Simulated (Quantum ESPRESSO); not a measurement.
## SnRu2Hf2Pd2Os (one run as intended and one with a planted mistake)

Simulated, not a measurement. The program is pw.x of Quantum ESPRESSO 7.5 (plane-wave density functional theory). The cell is made up: eight metal atoms on a face-centred cubic lattice, with elements, volume, strain and displacements drawn at random and not relaxed, so it may be unstable or far from any real phase. PseudoDojo standard norm-conserving files set the functional (PBE unless stated); there is no spin polarisation or spin-orbit coupling, the Fermi-Dirac width of 0.25 eV means electrons at about 2900 K, and the masses in the input are unused placeholders. The tin pseudopotential is less sure than most, with forces differing by about three percent from a second method on plain tin. Heavy elements are run without spin-orbit coupling, which real alloys of them have. A spin test at this wide smearing found no moment, but such smearing suppresses magnetism that the real alloy may have.

Intended input:

```
&control calculation='scf', pseudo_dir='./dojo.nc.sr.pbe.v0_5.standard.upf', outdir='./o', disk_io='minimal', tprnfor=.true., tstress=.true. /
&system ibrav=0, nat=8, ntyp=5, nbnd=78, ecutwfc=84.00895049, nosym=.true., tot_charge=0,
 occupations='smearing', smearing='fd', degauss=0.0183746611
/
&electrons conv_thr=1.470e-08, electron_maxstep=70, mixing_beta=0.5 /
ATOMIC_SPECIES
Hf 1.0 Hf.upf
Os 1.0 Os.upf
Pd 1.0 Pd.upf
Ru 1.0 Ru.upf
Sn 1.0 Sn.upf
CELL_PARAMETERS angstrom
-0.012 2.1424 2.0979
-4.1779 4.2909 -4.1781
-4.2461 -4.301 4.2361
ATOMIC_POSITIONS angstrom
Sn -0.0272 -0.0966 -0.1616
Ru -4.3436 -2.0933 2.2572
Hf -4.2076 -0.0809 0.0368
Pd -4.1075 1.9812 -2.0338
Ru -2.1552 -0.0908 2.0577
Hf -2.0612 2.0533 0.0847
Pd -6.4543 0.0166 2.2556
Os -6.349 2.1802 -0.0794
K_POINTS automatic
8 4 4 1 1 1
```

The log is shortened where brackets say so; the opening notice, blank lines, dates and the lines on written files are dropped, and the path of the files is cut. It prints rydbergs, bohrs and kilobars, and counts compression as positive stress. Its total energy is the free energy E - TS of the whole cell.

Log of the intended run:

```
     Program PWSCF v.7.5
     Parallel version (MPI & OpenMP), running on       4 processor cores
     Number of MPI processes:                 4
     Threads/MPI process:                     1
     [start-up lines left out]
     bravais-lattice index     =            0
     lattice parameter (alat)  =       5.6664  a.u.
     unit-cell volume          =    1024.6779 (a.u.)^3
     number of atoms/cell      =            8
     number of atomic types    =            5
     number of electrons       =       122.00
     number of Kohn-Sham states=           78
     kinetic-energy cutoff     =      84.0090  Ry
     charge density cutoff     =     336.0358  Ry
     scf convergence threshold =      1.5E-08
     mixing beta               =       0.5000
     number of iterations used =            8  plain     mixing
     Exchange-correlation= PBE
                           (   1   4   3   4   0   0   0)
     [axes and pseudopotential details left out]
   Cartesian axes
     site n.     atom                  positions (alat units)
         1        Sn     tau(   1) = (  -0.0090711  -0.0322157  -0.0538930  )
         2        Ru     tau(   2) = (  -1.4485745  -0.6981078   0.7527679  )
         3        Hf     tau(   3) = (  -1.4032190  -0.0269799   0.0122727  )
         4        Pd     tau(   4) = (  -1.3698361   0.6607229  -0.6782648  )
         5        Ru     tau(   5) = (  -0.7187512  -0.0302815   0.6862353  )
         6        Hf     tau(   6) = (  -0.6874026   0.6847680   0.0282471  )
         7        Pd     tau(   7) = (  -2.1524852   0.0055360   0.7522343  )
         8        Os     tau(   8) = (  -2.1173680   0.7270886  -0.0264796  )
     number of k points=    64  Fermi-Dirac smearing, width (Ry)=  0.0184
                       cart. coord. in units 2pi/alat
        k(    1) = (  -0.0887371   0.0438436   0.0440503), wk =   0.0312500
        k(    2) = (  -0.1773703   0.0003246   0.0879853), wk =   0.0312500
     [further k points left out]
     Dense  grid:   106657 G-vectors     FFT dimensions: (  36,  81,  81)
     Estimated max dynamical RAM per process >     463.41 MB
     Estimated total dynamical RAM >       1.73 GB
     Initial potential from superposition of free atoms
     starting charge     121.9926, renormalised to     122.0000
     Starting wfcs are   77 randomized atomic wfcs +    1 random wfcs
     total cpu time spent up to now is        4.4 secs
     per-process dynamical memory:   364.8 Mb
     Self-consistent Calculation
     iteration #  1     ecut=    84.01 Ry     beta= 0.50
     Davidson diagonalization with overlap
     ethr =  1.00E-02,  avg # of iterations =  3.0
     total cpu time spent up to now is       16.9 secs
     total energy              =   -1515.36237943 Ry
     estimated scf accuracy    <      24.70562499 Ry
     iteration #  2     ecut=    84.01 Ry     beta= 0.50
     Davidson diagonalization with overlap
     ethr =  1.00E-02,  avg # of iterations =  5.0
     total cpu time spent up to now is       34.1 secs
     total energy              =   -1514.29853163 Ry
     estimated scf accuracy    <     214.69691140 Ry
     [iterations 3 to 20 left out]
     iteration # 21     ecut=    84.01 Ry     beta= 0.50
     Davidson diagonalization with overlap
     ethr =  4.75E-11,  avg # of iterations =  2.0
     total cpu time spent up to now is      241.3 secs
     total energy              =   -1531.88791843 Ry
     estimated scf accuracy    <       0.00000014 Ry
     iteration # 22     ecut=    84.01 Ry     beta= 0.50
     Davidson diagonalization with overlap
     ethr =  4.75E-11,  avg # of iterations =  1.0
     total cpu time spent up to now is      251.4 secs
     End of self-consistent calculation
     [lines on levels left out]
!    total energy              =   -1531.88791843 Ry
     estimated scf accuracy    <       0.00000001 Ry
     smearing contrib. (-TS)   =      -0.14306738 Ry
     internal energy E=F+TS    =   -1531.74485105 Ry
     The total energy is F=E-TS. E is the sum of the following terms:
     one-electron contribution =    -459.91583748 Ry
     hartree contribution      =     295.13023307 Ry
     xc contribution           =    -294.79883903 Ry
     ewald contribution        =   -1072.16040761 Ry
     convergence has been achieved in  22 iterations
     Forces acting on atoms (cartesian axes, Ry/au):
     atom    1 type  5   force =     0.09220040   -0.01890814    0.05979028
     atom    2 type  4   force =     0.04077434   -0.01492709   -0.00083257
     atom    3 type  1   force =    -0.08118772   -0.03395860    0.03939447
     atom    4 type  3   force =    -0.03265418   -0.01185288    0.02091646
     atom    5 type  4   force =    -0.01908878   -0.00219427   -0.00128379
     atom    6 type  1   force =    -0.02793050    0.05860022   -0.08871349
     atom    7 type  3   force =     0.02343288   -0.00259116   -0.01094518
     atom    8 type  2   force =     0.00445356    0.02583192   -0.01832617
     Total force =     0.198529     Total SCF correction =     0.000445
     Computing stress (Cartesian axis) and pressure
          total   stress  (Ry/bohr**3)                   (kbar)     P=     -131.54
  -0.00091564   0.00003870   0.00009530         -134.70        5.69       14.02
   0.00003870  -0.00094662   0.00032808            5.69     -139.25       48.26
   0.00009530   0.00032808  -0.00082032           14.02       48.26     -120.67
     init_run     :      4.10s CPU      4.31s WALL (       1 calls)
     electrons    :    241.53s CPU    246.99s WALL (       1 calls)
     forces       :      2.34s CPU      2.36s WALL (       1 calls)
     stress       :      8.08s CPU      8.23s WALL (       1 calls)
     [timing details left out]
     PWSCF        :   4m16.15s CPU   4m21.99s WALL
     JOB DONE.
```

A second run has one planted mistake: one coordinate of one atom is wrong. The input lines that differ:

```
- Ru -2.1552 -0.0908 2.0577
+ Ru -2.1552 -0.1408 2.0577
```

Its log:

```
     Program PWSCF v.7.5
     Parallel version (MPI & OpenMP), running on       4 processor cores
     Number of MPI processes:                 4
     Threads/MPI process:                     1
     [start-up lines left out]
     bravais-lattice index     =            0
     lattice parameter (alat)  =       5.6664  a.u.
     unit-cell volume          =    1024.6779 (a.u.)^3
     number of atoms/cell      =            8
     number of atomic types    =            5
     number of electrons       =       122.00
     number of Kohn-Sham states=           78
     kinetic-energy cutoff     =      84.0090  Ry
     charge density cutoff     =     336.0358  Ry
     scf convergence threshold =      1.5E-08
     mixing beta               =       0.5000
     number of iterations used =            8  plain     mixing
     Exchange-correlation= PBE
                           (   1   4   3   4   0   0   0)
     [axes and pseudopotential details left out]
   Cartesian axes
     site n.     atom                  positions (alat units)
         1        Sn     tau(   1) = (  -0.0090711  -0.0322157  -0.0538930  )
         2        Ru     tau(   2) = (  -1.4485745  -0.6981078   0.7527679  )
         3        Hf     tau(   3) = (  -1.4032190  -0.0269799   0.0122727  )
         4        Pd     tau(   4) = (  -1.3698361   0.6607229  -0.6782648  )
         5        Ru     tau(   5) = (  -0.7187512  -0.0469563   0.6862353  )
         6        Hf     tau(   6) = (  -0.6874026   0.6847680   0.0282471  )
         7        Pd     tau(   7) = (  -2.1524852   0.0055360   0.7522343  )
         8        Os     tau(   8) = (  -2.1173680   0.7270886  -0.0264796  )
     number of k points=    64  Fermi-Dirac smearing, width (Ry)=  0.0184
                       cart. coord. in units 2pi/alat
        k(    1) = (  -0.0887371   0.0438436   0.0440503), wk =   0.0312500
        k(    2) = (  -0.1773703   0.0003246   0.0879853), wk =   0.0312500
     [further k points left out]
     Dense  grid:   106657 G-vectors     FFT dimensions: (  36,  81,  81)
     Estimated max dynamical RAM per process >     463.41 MB
     Estimated total dynamical RAM >       1.73 GB
     Initial potential from superposition of free atoms
     starting charge     121.9926, renormalised to     122.0000
     Starting wfcs are   77 randomized atomic wfcs +    1 random wfcs
     total cpu time spent up to now is        4.6 secs
     per-process dynamical memory:   364.8 Mb
     Self-consistent Calculation
     iteration #  1     ecut=    84.01 Ry     beta= 0.50
     Davidson diagonalization with overlap
     ethr =  1.00E-02,  avg # of iterations =  3.0
     total cpu time spent up to now is       17.7 secs
     total energy              =   -1515.45437300 Ry
     estimated scf accuracy    <      24.57462873 Ry
     iteration #  2     ecut=    84.01 Ry     beta= 0.50
     Davidson diagonalization with overlap
     ethr =  1.00E-02,  avg # of iterations =  5.0
     total cpu time spent up to now is       35.5 secs
     total energy              =   -1514.38115611 Ry
     estimated scf accuracy    <     213.43771574 Ry
     [iterations 3 to 20 left out]
     iteration # 21     ecut=    84.01 Ry     beta= 0.50
     Davidson diagonalization with overlap
     ethr =  4.87E-11,  avg # of iterations =  2.0
     total cpu time spent up to now is      241.5 secs
     total energy              =   -1531.88810723 Ry
     estimated scf accuracy    <       0.00000014 Ry
     iteration # 22     ecut=    84.01 Ry     beta= 0.50
     Davidson diagonalization with overlap
     ethr =  4.87E-11,  avg # of iterations =  1.0
     total cpu time spent up to now is      251.4 secs
     End of self-consistent calculation
     [lines on levels left out]
!    total energy              =   -1531.88810724 Ry
     estimated scf accuracy    <          7.5E-09 Ry
     smearing contrib. (-TS)   =      -0.14368111 Ry
     internal energy E=F+TS    =   -1531.74442612 Ry
     The total energy is F=E-TS. E is the sum of the following terms:
     one-electron contribution =    -460.96280376 Ry
     hartree contribution      =     295.65440483 Ry
     xc contribution           =    -294.79444816 Ry
     ewald contribution        =   -1071.64157903 Ry
     convergence has been achieved in  22 iterations
     Forces acting on atoms (cartesian axes, Ry/au):
     atom    1 type  5   force =     0.09084699   -0.01922196    0.06010869
     atom    2 type  4   force =     0.04006660   -0.01460375   -0.00176222
     atom    3 type  1   force =    -0.07979339   -0.03405049    0.03944386
     atom    4 type  3   force =    -0.03246403   -0.01183726    0.02079386
     atom    5 type  4   force =    -0.01892211   -0.00178983   -0.00142146
     atom    6 type  1   force =    -0.02768140    0.05791676   -0.08766014
     atom    7 type  3   force =     0.02341314   -0.00283526   -0.01072096
     atom    8 type  2   force =     0.00453419    0.02642179   -0.01878162
     Total force =     0.196664     Total SCF correction =     0.000391
     Computing stress (Cartesian axis) and pressure
          total   stress  (Ry/bohr**3)                   (kbar)     P=     -132.00
  -0.00091495   0.00004071   0.00009832         -134.59        5.99       14.46
   0.00004071  -0.00094363   0.00032010            5.99     -138.81       47.09
   0.00009832   0.00032010  -0.00083343           14.46       47.09     -122.60
     init_run     :      4.29s CPU      4.49s WALL (       1 calls)
     electrons    :    241.42s CPU    246.78s WALL (       1 calls)
     forces       :      2.24s CPU      2.24s WALL (       1 calls)
     stress       :      7.76s CPU      7.76s WALL (       1 calls)
     [timing details left out]
     PWSCF        :   4m15.84s CPU   4m21.43s WALL
     JOB DONE.
```

```
                                            intended run  run with the mistake
                          free energy (eV)    -20842.397            -20842.399
         entropy term -TS, part of it (eV)        -1.947                -1.955
                            pressure (GPa)        -13.15                -13.20
size of the largest force component (eV/Å)         2.371                 2.336
largest change of a force component (eV/Å)                               0.036
                                iterations            22                    22
```

For scale, a rerun of the intended cell at a higher cutoff and on a denser mesh moved values by no more than 0.005 eV in energy, 0.04 GPa in stress and 0.004 eV/Å in force, and a second program with other atomic files agreed on that cell to 2 % rms in force and 0.5 GPa in pressure.